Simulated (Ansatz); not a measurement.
GaN:
```yaml
crystal:
  lattice:
    - [0.00000, 2.10455, 2.10455]
    - [2.10455, 0.00000, 2.10455]
    - [2.10455, 2.10455, 0.00000]
  atoms:
    - { symbol: N, position: [0.00000, 0.00000, 0.00000] }
    - { symbol: Ga, position: [0.50000, 0.50000, 0.50000] }
```

Relaxed with HSE06.

Question: Give the Bader charges and basin volumes of the independent atoms, plane-wave PAW HSE06 (Ansatz code).

Answer: 

```tsv
atom	Bader charge (e)	Bader volume (Å³)
N1	-1.78	11.3
Ga2	+1.78	7.3
```

Space group Fm-3m (rock salt). This is a known high-pressure phase of the composition, computed here at zero pressure and temperature. The cell was relaxed with HSE06 under the symmetry of its start; whether a distortion lowers the energy is not shown.

Potentials: the later of the program's two PAW sets.
